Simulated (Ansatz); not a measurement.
MnO (wurtzite, P6_3mc), plane-wave PAW r²SCAN (Ansatz code). The conduction-band minimum lies at Γ, with 1 equivalent valley. Second derivatives d²E/dk² of the lowest band at one valley (eV·Å²), along Cartesian directions:

```tsv
direction	d²E/dk²
[100]	36.71
[010]	36.71
[001]	21.27
[110]	36.71
[101]	28.99
[011]	28.99
```

Question: Find the principal effective masses, the density-of-states mass and the conductivity mass.

Answer: Off-diagonal terms follow from H_xy = H[110] − (H_xx + H_yy)/2, and m*/mₑ = 7.620 eV·Å² over each eigenvalue: 0.21, 0.21, 0.36. One valley's DOS mass (m₁m₂m₃)^(1/3) = 0.25, conductivity mass 3/(Σ 1/mᵢ) = 0.24 mₑ.

Question: What effective density of states Nc follows at 300 K for parabolic valleys?

Answer: Nc = 2.509e19 × 1 × (0.25)^(3/2) ≈ 3.1e18 cm⁻³.

The workflow started from an entry of the Crystallography Open Database (COD), which files this formula under 2 space groups. It is not the phase usual at ambient conditions (space group No. 225). The r²SCAN relaxation kept the symmetry of its start, as lowered by the spin order; its stability against distortions is not shown here. The final state is antiferromagnetic, chosen from 2 collinear starts compared on coarse meshes (ties went to the first, and starts can fall back to one state), not a proven ground state. Other orbital occupations within this spin state were not tried. No Hubbard U is applied. Point labels and valley counts follow the cell and symmetry of the run, lower than the named group.

Potentials: the later of the program's two PAW sets.

Edges and masses are those of Kohn–Sham bands, whose gap is no quasiparticle gap.
